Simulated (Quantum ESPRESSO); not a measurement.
## Re2Ga2TiHf2Li (finding a planted mistake in a log)

A calculation, not a measurement. The program is pw.x of Quantum ESPRESSO 7.5 (plane-wave density functional theory). The cell is made up: eight metal atoms on a hexagonal close-packed lattice, with elements, volume, strain and displacements drawn at random and not relaxed, so it may be unstable or far from any real phase. PseudoDojo standard norm-conserving files set the functional (PBE unless stated); there is no spin polarisation or spin-orbit coupling, the Fermi-Dirac width of 0.25 eV means electrons at about 2900 K, and the masses in the input are unused placeholders. Heavy elements are run without spin-orbit coupling, which real alloys of them have. A spin test at this wide smearing found no moment, but such smearing suppresses magnetism that the real alloy may have.

Intended input:

```
&control calculation='scf', pseudo_dir='./dojo.nc.sr.pbe.v0_5.standard.upf', outdir='./o', disk_io='minimal', tprnfor=.true., tstress=.true. /
&system ibrav=0, nat=8, ntyp=5, nbnd=64, ecutwfc=84.00895049, nosym=.true., tot_charge=0,
 occupations='smearing', smearing='fd', degauss=0.0183746611
/
&electrons conv_thr=1.470e-08, electron_maxstep=70, mixing_beta=0.5 /
ATOMIC_SPECIES
Ga 1.0 Ga.upf
Hf 1.0 Hf.upf
Li 1.0 Li.upf
Re 1.0 Re.upf
Ti 1.0 Ti.upf
CELL_PARAMETERS angstrom
4.6511 -2.6819 0.0475
-3.1281 0.0409 -4.8043
3.001 5.1911 0.0349
ATOMIC_POSITIONS angstrom
Re 0.0631 0.0305 -0.0016
Ga 1.3569 2.7597 -0.0063
Ga -0.1389 1.7387 -2.3442
Ti 1.4396 4.4698 -2.2413
Hf 3.2608 -0.0123 0.0167
Li 4.5341 2.5394 0.0455
Hf 1.6319 -0.7831 -2.4195
Re 3.0716 1.6401 -2.4078
K_POINTS automatic
5 5 4 1 1 1
```

The log is shortened where brackets say so; the opening notice, blank lines, dates and the lines on written files are dropped, and the path of the files is cut. It prints rydbergs, bohrs and kilobars, and counts compression as positive stress. Its total energy is the free energy E - TS of the whole cell.

Log of the intended run:

```
     Program PWSCF v.7.5
     Parallel version (MPI & OpenMP), running on       4 processor cores
     Number of MPI processes:                 4
     Threads/MPI process:                     1
     [start-up lines left out]
     bravais-lattice index     =            0
     lattice parameter (alat)  =      10.1462  a.u.
     unit-cell volume          =    1036.5450 (a.u.)^3
     number of atoms/cell      =            8
     number of atomic types    =            5
     number of electrons       =        95.00
     number of Kohn-Sham states=           64
     kinetic-energy cutoff     =      84.0090  Ry
     charge density cutoff     =     336.0358  Ry
     scf convergence threshold =      1.5E-08
     mixing beta               =       0.5000
     number of iterations used =            8  plain     mixing
     Exchange-correlation= PBE
                           (   1   4   3   4   0   0   0)
     [axes and pseudopotential details left out]
   Cartesian axes
     site n.     atom                  positions (alat units)
         1        Re     tau(   1) = (   0.0117524   0.0056806  -0.0002980  )
         2        Ga     tau(   2) = (   0.2527224   0.5139937  -0.0011734  )
         3        Ga     tau(   3) = (  -0.0258701   0.3238326  -0.4366069  )
         4        Ti     tau(   4) = (   0.2681253   0.8324996  -0.4174418  )
         5        Hf     tau(   5) = (   0.6073235  -0.0022909   0.0031104  )
         6        Li     tau(   6) = (   0.8444755   0.4729629   0.0084744  )
         7        Hf     tau(   7) = (   0.3039411  -0.1458523  -0.4506315  )
         8        Re     tau(   8) = (   0.5720851   0.3054684  -0.4484524  )
     number of k points=    50  Fermi-Dirac smearing, width (Ry)=  0.0184
                       cart. coord. in units 2pi/alat
        k(    1) = (   0.1446609   0.0470397  -0.2055457), wk =   0.0400000
        k(    2) = (   0.2572405   0.2410125  -0.2771954), wk =   0.0400000
     [further k points left out]
     Dense  grid:   107827 G-vectors     FFT dimensions: (  60,  64,  72)
     Estimated max dynamical RAM per process >     371.57 MB
     Estimated total dynamical RAM >       1.37 GB
     Initial potential from superposition of free atoms
     starting charge      94.9842, renormalised to      95.0000
     Starting wfcs are   70 randomized atomic wfcs
     total cpu time spent up to now is        5.8 secs
     per-process dynamical memory:   290.9 Mb
     Self-consistent Calculation
     iteration #  1     ecut=    84.01 Ry     beta= 0.50
     Davidson diagonalization with overlap
     ethr =  1.00E-02,  avg # of iterations =  3.0
     Threshold (ethr) on eigenvalues was too large:
     Diagonalizing with lowered threshold
     Davidson diagonalization with overlap
     ethr =  2.31E-04,  avg # of iterations =  6.5
     total cpu time spent up to now is       34.3 secs
     total energy              =   -1011.70687192 Ry
     estimated scf accuracy    <       0.25383117 Ry
     iteration #  2     ecut=    84.01 Ry     beta= 0.50
     Davidson diagonalization with overlap
     ethr =  2.67E-04,  avg # of iterations =  2.0
     total cpu time spent up to now is       46.7 secs
     total energy              =   -1011.57719796 Ry
     estimated scf accuracy    <       1.38336365 Ry
     [iterations 3 to 12 left out]
     iteration # 13     ecut=    84.01 Ry     beta= 0.50
     Davidson diagonalization with overlap
     ethr =  1.06E-10,  avg # of iterations =  2.2
     total cpu time spent up to now is      171.7 secs
     total energy              =   -1011.76335308 Ry
     estimated scf accuracy    <       0.00000002 Ry
     iteration # 14     ecut=    84.01 Ry     beta= 0.50
     Davidson diagonalization with overlap
     ethr =  2.58E-11,  avg # of iterations =  2.2
     total cpu time spent up to now is      182.7 secs
     End of self-consistent calculation
     [lines on levels left out]
!    total energy              =   -1011.76335308 Ry
     estimated scf accuracy    <          2.5E-09 Ry
     smearing contrib. (-TS)   =      -0.11909876 Ry
     internal energy E=F+TS    =   -1011.64425433 Ry
     The total energy is F=E-TS. E is the sum of the following terms:
     one-electron contribution =    -326.91094712 Ry
     hartree contribution      =     209.30356929 Ry
     xc contribution           =    -230.25733751 Ry
     ewald contribution        =    -663.77953899 Ry
     convergence has been achieved in  14 iterations
     Forces acting on atoms (cartesian axes, Ry/au):
     atom    1 type  4   force =    -0.02521002    0.01127025    0.02553289
     atom    2 type  1   force =     0.06365213    0.00053151   -0.01779274
     atom    3 type  1   force =     0.03814859   -0.00121777   -0.01143210
     atom    4 type  5   force =    -0.00299944   -0.02911829    0.00509881
     atom    5 type  2   force =    -0.05836809    0.00672175   -0.02245385
     atom    6 type  3   force =    -0.00056708    0.01698332    0.01265249
     atom    7 type  2   force =    -0.03789633   -0.01882416    0.02075190
     atom    8 type  4   force =     0.02324024    0.01365339   -0.01235740
     Total force =     0.125534     Total SCF correction =     0.000254
     Computing stress (Cartesian axis) and pressure
          total   stress  (Ry/bohr**3)                   (kbar)     P=     -118.84
  -0.00086843  -0.00001757   0.00012546         -127.75       -2.58       18.46
  -0.00001757  -0.00099621  -0.00001905           -2.58     -146.55       -2.80
   0.00012546  -0.00001905  -0.00055883           18.46       -2.80      -82.21
     init_run     :      5.52s CPU      5.72s WALL (       1 calls)
     electrons    :    175.93s CPU    176.90s WALL (       1 calls)
     forces       :      2.12s CPU      2.15s WALL (       1 calls)
     stress       :      7.46s CPU      7.66s WALL (       1 calls)
     [timing details left out]
     PWSCF        :   3m11.16s CPU   3m12.62s WALL
     JOB DONE.
```

A second run was made from an input with one planted mistake. Its log:

```
     Program PWSCF v.7.5
     Parallel version (MPI & OpenMP), running on       4 processor cores
     Number of MPI processes:                 4
     Threads/MPI process:                     1
     [start-up lines left out]
     bravais-lattice index     =            0
     lattice parameter (alat)  =      10.1462  a.u.
     unit-cell volume          =    1036.5450 (a.u.)^3
     number of atoms/cell      =            8
     number of atomic types    =            5
     number of electrons       =        95.00
     number of Kohn-Sham states=           64
     kinetic-energy cutoff     =      84.0090  Ry
     charge density cutoff     =     336.0358  Ry
     scf convergence threshold =      1.5E-08
     mixing beta               =       0.5000
     number of iterations used =            8  plain     mixing
     Exchange-correlation= PBESOL
                           (   1   4  10   8   0   0   0)
     [axes and pseudopotential details left out]
   Cartesian axes
     site n.     atom                  positions (alat units)
         1        Re     tau(   1) = (   0.0117524   0.0056806  -0.0002980  )
         2        Ga     tau(   2) = (   0.2527224   0.5139937  -0.0011734  )
         3        Ga     tau(   3) = (  -0.0258701   0.3238326  -0.4366069  )
         4        Ti     tau(   4) = (   0.2681253   0.8324996  -0.4174418  )
         5        Hf     tau(   5) = (   0.6073235  -0.0022909   0.0031104  )
         6        Li     tau(   6) = (   0.8444755   0.4729629   0.0084744  )
         7        Hf     tau(   7) = (   0.3039411  -0.1458523  -0.4506315  )
         8        Re     tau(   8) = (   0.5720851   0.3054684  -0.4484524  )
     number of k points=    50  Fermi-Dirac smearing, width (Ry)=  0.0184
                       cart. coord. in units 2pi/alat
        k(    1) = (   0.1446609   0.0470397  -0.2055457), wk =   0.0400000
        k(    2) = (   0.2572405   0.2410125  -0.2771954), wk =   0.0400000
     [further k points left out]
     Dense  grid:   107827 G-vectors     FFT dimensions: (  60,  64,  72)
     Estimated max dynamical RAM per process >     371.57 MB
     Estimated total dynamical RAM >       1.37 GB
     Initial potential from superposition of free atoms
     starting charge      94.9849, renormalised to      95.0000
     Starting wfcs are   70 randomized atomic wfcs
     total cpu time spent up to now is        5.9 secs
     per-process dynamical memory:   290.9 Mb
     Self-consistent Calculation
     iteration #  1     ecut=    84.01 Ry     beta= 0.50
     Davidson diagonalization with overlap
     ethr =  1.00E-02,  avg # of iterations =  2.9
     Threshold (ethr) on eigenvalues was too large:
     Diagonalizing with lowered threshold
     Davidson diagonalization with overlap
     ethr =  2.29E-04,  avg # of iterations =  6.5
     total cpu time spent up to now is       34.3 secs
     total energy              =   -1010.80224091 Ry
     estimated scf accuracy    <       0.25630001 Ry
     iteration #  2     ecut=    84.01 Ry     beta= 0.50
     Davidson diagonalization with overlap
     ethr =  2.70E-04,  avg # of iterations =  2.0
     total cpu time spent up to now is       47.1 secs
     total energy              =   -1010.68474799 Ry
     estimated scf accuracy    <       1.12136181 Ry
     [iterations 3 to 12 left out]
     iteration # 13     ecut=    84.01 Ry     beta= 0.50
     Davidson diagonalization with overlap
     ethr =  7.20E-11,  avg # of iterations =  2.5
     total cpu time spent up to now is      178.5 secs
     total energy              =   -1010.85616038 Ry
     estimated scf accuracy    <       0.00000002 Ry
     iteration # 14     ecut=    84.01 Ry     beta= 0.50
     Davidson diagonalization with overlap
     ethr =  2.08E-11,  avg # of iterations =  2.0
     total cpu time spent up to now is      189.8 secs
     End of self-consistent calculation
     [lines on levels left out]
!    total energy              =   -1010.85616038 Ry
     estimated scf accuracy    <          1.8E-09 Ry
     smearing contrib. (-TS)   =      -0.11944506 Ry
     internal energy E=F+TS    =   -1010.73671532 Ry
     The total energy is F=E-TS. E is the sum of the following terms:
     one-electron contribution =    -327.96467510 Ry
     hartree contribution      =     209.12923885 Ry
     xc contribution           =    -228.12174008 Ry
     ewald contribution        =    -663.77953899 Ry
     convergence has been achieved in  14 iterations
     Forces acting on atoms (cartesian axes, Ry/au):
     atom    1 type  4   force =    -0.02641184    0.01428611    0.02622817
     atom    2 type  1   force =     0.05995882    0.00080178   -0.01570161
     atom    3 type  1   force =     0.03525970   -0.00210877   -0.00777877
     atom    4 type  5   force =    -0.00246080   -0.02699953    0.00588157
     atom    5 type  2   force =    -0.05466332    0.00440581   -0.02460313
     atom    6 type  3   force =    -0.00054534    0.01667485    0.01259370
     atom    7 type  2   force =    -0.03591744   -0.01498300    0.01736211
     atom    8 type  4   force =     0.02478021    0.00792275   -0.01398205
     Total force =     0.119364     Total SCF correction =     0.000206
     Computing stress (Cartesian axis) and pressure
          total   stress  (Ry/bohr**3)                   (kbar)     P=     -158.42
  -0.00113125  -0.00002530   0.00012469         -166.41       -3.72       18.34
  -0.00002530  -0.00125613  -0.00001657           -3.72     -184.78       -2.44
   0.00012469  -0.00001657  -0.00084339           18.34       -2.44     -124.07
     init_run     :      5.53s CPU      5.78s WALL (       1 calls)
     electrons    :    182.31s CPU    183.91s WALL (       1 calls)
     forces       :      2.23s CPU      2.26s WALL (       1 calls)
     stress       :      7.68s CPU      7.87s WALL (       1 calls)
     [timing details left out]
     PWSCF        :   3m17.85s CPU   3m19.99s WALL
     JOB DONE.
```

Question: the log repeats what the program read. Compare it with the intended run: what was wrong in the second input?

Answer: the files are those of another functional. The input lines that differ:

```
- &control calculation='scf', pseudo_dir='./dojo.nc.sr.pbe.v0_5.standard.upf', outdir='./o', disk_io='minimal', tprnfor=.true., tstress=.true. /
+ &control calculation='scf', pseudo_dir='./dojo.nc.sr.pbesol.v0_4_1.standard.upf', outdir='./o', disk_io='minimal', tprnfor=.true., tstress=.true. /
```

|  | intended run | run with the mistake |
| --- | --- | --- |
| free energy (eV) | -13765.742 | -13753.399 |
| entropy term -TS, part of it (eV) | -1.620 | -1.625 |
| pressure (GPa) | -11.88 | -15.84 |
| size of the largest force component (eV/Å) | 1.637 | 1.542 |
| largest change of a force component (eV/Å) |  | 0.147 |
| iterations | 14 | 14 |

For scale, a rerun of the intended cell at a higher cutoff and on a denser mesh moved values by no more than 0.002 eV in energy, 0.02 GPa in stress and 0.003 eV/Å in force, and a second program with other atomic files agreed on that cell to 2 % rms in force and 0.5 GPa in pressure. Files of another functional or element have another zero of energy, so the energy change says nothing on stability.